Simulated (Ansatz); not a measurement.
One stationary structure of CuI. These are r2SCAN (plane waves to 500 eV, PAW, scalar-relativistic; Ansatz, a first-principles code) values and carry that method's errors.

```xyz
2
Lattice="0.0000 3.0115 3.0115 3.0115 0.0000 3.0115 3.0115 3.0115 0.0000" Properties=species:S:1:pos:R:3 pbc="T T T"
I      4.5173     4.5173     4.5173
Cu     0.0000     0.0000     0.0000
```

Determine the symmetry and give the standard cell with its independent sites.

Space group F-43m (No. 216); a = 6.0230 Å, b = 6.0230 Å, c = 6.0230 Å, α = 90.00°, β = 90.00°, γ = 90.00°

| atom | site | symmetry | x | y | z |
|---|---|---|---|---|---|
| I | 4c | -43m | 0.2500 | 0.2500 | 0.2500 |
| Cu | 4a | -43m | 0.0000 | 0.0000 | 0.0000 |

This is the zinc blende type.

Give the shortest distances between elements (the closest pairs, up to four, under 3.6 Å).

Cu–I 2.61 Å.

- Volume per atom = 27.31 Å³
- Band gap = 1.67 eV, direct at Γ (no spin-orbit coupling)

No spin polarisation in the result. Without spin-orbit coupling the bands of the heavy element are not split, so the gap can be far off.

Measured for CuI: a 6.053 Å (as listed in arXiv:2305.18931). Computed minus measured — a: r2SCAN -0.5 %. The computed values are for a static lattice.

The run could not lose the symmetry of its start; a randomly shaken copy of 2 atoms returns to this structure.

All atoms sit on sites fixed by symmetry, so only the cell could relax.
